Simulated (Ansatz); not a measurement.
The calculation used DFT PBE, scalar-relativistic, plane waves, PAW, and for the lanthanide a 4f-in-core norm-conserving potential (Ansatz 0.2.0). Settings: cutoff 690 eV, Γ-centred meshes spaced at most about 0.3 Å⁻¹, and about 0.25 Å⁻¹ or finer for metals (2π included), Gaussian smearing. No spin polarisation in the final relaxations.

Energies over the elements count from the elements' standard structures at the same level, with no fitted energy shifts.

A relaxed structure of Li2Sm has 24.70 Å³/atom, +0.14 eV/atom against the elements, no gap on its mesh:

Space group P6/mmm (No. 191). a = 5.120 Å, b = 5.120 Å, c = 3.265 Å, α = 90.00°, β = 90.00°, γ = 120.00°
```
atom  site  symmetry       x       y       z
  Li    2d      -6m2  0.3333  0.6667  0.5000
  Sm    1a     6/mmm  0.0000  0.0000  0.0000
```

Question: K takes the place of Li on the same sites, and the cell is relaxed. What changes?

Answer: K2Sm has a = 6.908 Å, c = 3.713 Å: 51.15 Å³/atom, +0.53 eV/atom against the elements, no gap on its mesh. The volume per atom changes by +107.1 % and the formation energy by +0.39 eV/atom (from unrounded values). Covalent radii: Li 1.28 Å, K 2.03 Å; electronegativities 0.98 and 0.82. The cell follows the size of the atom. K has 2 K at 3.71 Å, 3 K at 3.99 Å and 6 Sm at 4.40 Å; around Sm lie 2 Sm at 3.71 Å and 12 K at 4.40 Å.

Space group P6/mmm (No. 191). a = 6.908 Å, b = 6.908 Å, c = 3.713 Å, α = 90.00°, β = 90.00°, γ = 120.00°
| atom | site | symmetry | x | y | z |
| --- | --- | --- | --- | --- | --- |
| K | 2d | -6m2 | 0.3333 | 0.6667 | 0.5000 |
| Sm | 1a | 6/mmm | 0.0000 | 0.0000 | 0.0000 |

The two cells were relaxed from separate starts that ended on the same group and sites; neither need be the stable form of its compound. Cells relaxed within their symmetry can be saddle points. Some types were kept out of the candidates beforehand, so the set may lack a known form.

The lanthanide is trivalent by construction, without f bands, f moments or other valences. The reference runs of the other elements, and any phases without the lanthanide, used 420 eV, which shifts energies against them by under 10 meV/atom. The lanthanide's reference is the lowest of its hcp, dhcp and fcc cells.
